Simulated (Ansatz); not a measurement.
Geometry optimisation in Ansatz: input, command and trajectory.

```yaml
crystal:
  lattice:
    - [0.0, 0.0, -2.9687144042]
    - [-2.9687144042, 0.0, 0.0]
    - [1.4843572021, 4.4530716063, 1.4843572021]
  atoms:
    - { symbol: Cu, position: [0.6666666667, 0.6666666667, 0.3333333333] }
    - { symbol: Cu, position: [0.0, 0.0, 0.0] }
    - { symbol: Au, position: [0.3333333333, 0.3333333333, 0.6666666667] }
basis:
  ecutwfc: 420
kpoints:
  mp_grid: { grid: [14, 14, 14] }
hamiltonian:
  xc: pbesol
scf:
  occupations: { method: gaussian, width: 0.1 }
output:
  forces: true
  stress: true
  eigenvalues: true
relax:
  adjacent_minimum: "off"
  f_tol: 0.015
  max_steps: 60
  cell: { stress_tol: 0.15 }
```

```bash
ansatz run input.yaml --threads 1 --pin off --max-ram 2560MiB --backend cpu --events-out ev --progress --plain --runs-dir out
```

The calculation used DFT PBEsol, scalar-relativistic, plane waves, PAW (Ansatz).

Of 7 frames 6 are shown, positions in Å and forces in eV/Å; the SCF threshold varies from step to step. Steps run on the plane waves of an earlier cell, with a Pulay correction in the pressure. The basis is chosen afresh for the last frame, the zero of the energies, and at times for earlier ones too; energy and pressure step there, also at an unchanged geometry.

```xyz
3
Lattice="0.0000 0.0000 -2.9687 -2.9687 0.0000 0.0000 1.4844 4.4531 1.4844" Properties=species:S:1:pos:R:3:forces:R:3 pbc="T T T" step=1 free_energy_over_end_meV_per_atom=43.43 pressure_GPa=4.60
Cu   -1.4844    1.4844   -1.4844    0.0000   -1.0712    0.0000
Cu    0.0000    0.0000    0.0000    0.0000    1.0712    0.0000
Au    0.0000    2.9687    0.0000    0.0000    0.0000    0.0000
3
Lattice="0.0000 0.0000 -3.0126 -3.0126 0.0000 0.0000 1.5063 4.4327 1.5063" Properties=species:S:1:pos:R:3:forces:R:3 pbc="T T T" step=2 free_energy_over_end_meV_per_atom=12.56 pressure_GPa=-1.32
Cu   -1.5063    1.4284   -1.5063    0.0000   -0.5031    0.0000
Cu    0.0000    0.0492    0.0000    0.0000    0.5031    0.0000
Au    0.0000    2.9551    0.0000    0.0000    0.0000    0.0000
3
Lattice="0.0000 0.0000 -3.0083 -3.0083 0.0000 0.0000 1.5042 4.3339 1.5042" Properties=species:S:1:pos:R:3:forces:R:3 pbc="T T T" step=3 free_energy_over_end_meV_per_atom=2.18 pressure_GPa=2.30
Cu   -1.5042    1.3269   -1.5042    0.0000    0.1353    0.0000
Cu    0.0000    0.1177    0.0000    0.0000   -0.1353    0.0000
Au    0.0000    2.8893    0.0000    0.0000    0.0000    0.0000
3
Lattice="0.0000 0.0000 -3.0248 -3.0248 0.0000 0.0000 1.5124 4.3466 1.5124" Properties=species:S:1:pos:R:3:forces:R:3 pbc="T T T" step=4 free_energy_over_end_meV_per_atom=0.35 pressure_GPa=-0.07
Cu   -1.5124    1.3464   -1.5124    0.0000   -0.0100    0.0000
Cu    0.0000    0.1025    0.0000    0.0000    0.0100    0.0000
Au    0.0000    2.8977    0.0000    0.0000    0.0000    0.0000
3
Lattice="0.0000 0.0000 -3.0300 -3.0300 0.0000 0.0000 1.5150 4.3332 1.5150" Properties=species:S:1:pos:R:3:forces:R:3 pbc="T T T" step=5 free_energy_over_end_meV_per_atom=0.22 pressure_GPa=-0.11
Cu   -1.5150    1.3410   -1.5150    0.0000    0.0077    0.0000
Cu    0.0000    0.1034    0.0000    0.0000   -0.0077    0.0000
Au    0.0000    2.8888    0.0000    0.0000    0.0000    0.0000
3
Lattice="0.0000 0.0000 -3.0396 -3.0396 0.0000 0.0000 1.5198 4.3045 1.5198" Properties=species:S:1:pos:R:3:forces:R:3 pbc="T T T" step=7 free_energy_over_end_meV_per_atom=0.00 pressure_GPa=0.00
Cu   -1.5198    1.3344   -1.5198    0.0000    0.0001    0.0000
Cu    0.0000    0.1004    0.0000    0.0000   -0.0001    0.0000
Au    0.0000    2.8697    0.0000    0.0000    0.0000    0.0000
```

It took 93 s on 1 thread of Intel(R) Xeon(R) Platinum 8488C (Sapphire Rapids), with other jobs on the host, peak memory 0.57 GiB.

Spin–orbit coupling is left out, which can shift energies with elements as heavy as these.